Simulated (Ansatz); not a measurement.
**Does relaxation matter for the field gradients of SnS with potassium replacing Sn?**

Start: a supercell of SnS (space group Pnma) built from a Materials Project structure (computed, not necessarily an observed phase), with all atoms left at the host's positions.

Space group Pm (No. 6); a = 9.0656, b = 7.9137, c = 11.3920 Å.

| site | Wyckoff | site symmetry | x | y | z |
| --- | --- | --- | --- | --- | --- |
| K | 1b | m | 0.1848 | 0.5000 | 0.6216 |
| Sn2 | 1b | m | 0.6848 | 0.5000 | 0.6216 |
| Sn3 | 1a | m | 0.1848 | 0.0000 | 0.6216 |
| Sn4 | 1a | m | 0.6848 | 0.0000 | 0.6216 |
| Sn5 | 2c | 1 | 0.3152 | 0.2500 | 0.3784 |
| Sn6 | 2c | 1 | 0.8152 | 0.2500 | 0.3784 |
| Sn9 | 2c | 1 | 0.4348 | 0.2500 | 0.8784 |
| Sn10 | 2c | 1 | 0.9348 | 0.2500 | 0.8784 |
| Sn13 | 1b | m | 0.0652 | 0.5000 | 0.1216 |
| Sn14 | 1b | m | 0.5652 | 0.5000 | 0.1216 |
| Sn15 | 1a | m | 0.0652 | 0.0000 | 0.1216 |
| Sn16 | 1a | m | 0.5652 | 0.0000 | 0.1216 |
| S17 | 1b | m | 0.0053 | 0.5000 | 0.3475 |
| S18 | 1b | m | 0.5053 | 0.5000 | 0.3475 |
| S19 | 1a | m | 0.0053 | 0.0000 | 0.3475 |
| S20 | 1a | m | 0.5053 | 0.0000 | 0.3475 |
| S21 | 2c | 1 | 0.4947 | 0.2500 | 0.6525 |
| S22 | 2c | 1 | 0.9947 | 0.2500 | 0.6525 |
| S25 | 2c | 1 | 0.2553 | 0.2500 | 0.1525 |
| S26 | 2c | 1 | 0.7553 | 0.2500 | 0.1525 |
| S29 | 1b | m | 0.2447 | 0.5000 | 0.8475 |
| S30 | 1b | m | 0.7447 | 0.5000 | 0.8475 |
| S31 | 1a | m | 0.2447 | 0.0000 | 0.8475 |
| S32 | 1a | m | 0.7447 | 0.0000 | 0.8475 |

One atom of each set is listed; the run and its k-mesh use a cell of 32 atoms with edges of 11.39, 7.91, 9.07 Å.

All values are calculated (Ansatz; DFT, PBE, plane waves and PAW, scalar-relativistic, 420 eV cutoff, Γ-centred 2×3×2 k-points, Fermi–Dirac smearing 0.01 eV, cell charge -1), not measured.

The largest force at the start is 2.4 eV/Å. Relaxing the ions at fixed cell moves them by 0.296 Å at most (atom 1, K) and 0.140 Å rms.

```csv
site,moved (Å),first shell before,first shell after,V_zz before (10²¹ V/m²),η before
K,0.296,3 S at 2.63–2.65 Å,6 S at 3.05–3.42 Å,1.74,0.06
Sn3,0.235,3 S at 2.63–2.65 Å,3 S at 2.61–2.69 Å,-13.70,0.56
Sn4,0.101,3 S at 2.63–2.65 Å,5 S at 2.68–3.11 Å,-12.48,0.32
Sn5,0.099,3 S at 2.63–2.65 Å,3 S at 2.61–2.69 Å,-13.34,0.26
Sn13,0.171,3 S at 2.63–2.65 Å,4 S at 2.67–3.07 Å; also 2 S at 3.47 Å,-12.29,0.26
S17,0.095,3 Sn at 2.63–2.65 Å,3 Sn at 2.65–2.80 Å,-5.12,0.02
S21,0.064,3 Sn at 2.63–2.65 Å,3 Sn at 2.64–2.75 Å; also 1 K at 3.25 Å,-4.08,0.30
S22,0.287,"2 Sn at 2.63–2.65 Å, 1 K at 2.65 Å","2 Sn at 2.58–2.61 Å, angle 102°; also 1 K at 3.08 Å, 1 Sn at 3.11 Å",-10.73,0.50
S29,0.295,"1 K at 2.63 Å, 2 Sn at 2.65 Å","2 Sn at 2.61 Å, angle 98°; also 1 K at 3.05 Å, 1 Sn at 3.07 Å",-11.57,0.27
S32,0.159,3 Sn at 2.63–2.65 Å,3 Sn at 2.67–2.68 Å; also 1 Sn at 3.25 Å,-5.00,0.30
```

Problem. What are V_zz and η after the relaxation?

Solution. 

```json
{"site": "K", "V_zz after": "-1.01", "η after": "0.04", "change of V_zz": "–"}
{"site": "Sn3", "V_zz after": "-13.76", "η after": "0.62", "change of V_zz": "-0.06"}
{"site": "Sn4", "V_zz after": "-9.30", "η after": "0.17", "change of V_zz": "+3.18"}
{"site": "Sn5", "V_zz after": "-13.93", "η after": "0.28", "change of V_zz": "-0.59"}
{"site": "Sn13", "V_zz after": "-8.98", "η after": "0.56", "change of V_zz": "+3.31"}
{"site": "S17", "V_zz after": "-6.17", "η after": "0.10", "change of V_zz": "-1.05"}
{"site": "S21", "V_zz after": "-3.93", "η after": "0.78", "change of V_zz": "+0.15"}
{"site": "S22", "V_zz after": "-8.32", "η after": "0.41", "change of V_zz": "+2.41"}
{"site": "S29", "V_zz after": "-9.21", "η after": "0.25", "change of V_zz": "+2.36"}
{"site": "S32", "V_zz after": "-2.89", "η after": "0.18", "change of V_zz": "+2.11"}
```

The largest change of V_zz along a kept axis is on Sn13, from -12.29 to -8.98. In per cent, |V_zz| changes by -27 to +4 on Sn, -42 to +21 on S (all sites that start above 0.5, bar those whose gradient vanishes or changes sign or whose main axis turns by over 40°). Where |V_zz| stays above 0.1 and the axes keep their order, η moves most on S21, from 0.30 to 0.78. On K the largest principal value lies along another axis in the second run, so the two V_zz can't be compared directly. The table leaves out 14 of the 24 sites, with |V_zz| up to 14.77; their tensors move by 3.27 at most along any direction. The statements above cover all sites. The host's own positions weren't relaxed first, so part of the change far from the defect can be the host's relaxation.

The defect repeats with the cell of 32 atoms, so it feels its images: sites between two images don't show the values beside a lone defect, and zeros or small values of η there can come from the images' arrangement. S and Sn carry a gradient in the pure host already, so the values there aren't the defect's effect alone. A uniform background compensates the cell's charge. Without spin–orbit coupling (the program notes it for Sn) the gradients can shift somewhat, as the gap is small.
Before: The neighbours have not yet relaxed around the defect (largest force 2.4 eV/Å), so a real crystal will differ.
After: The relaxation keeps the site symmetry m of the start, so the impurity can move only within its mirror plane; a start off the site could end lower.
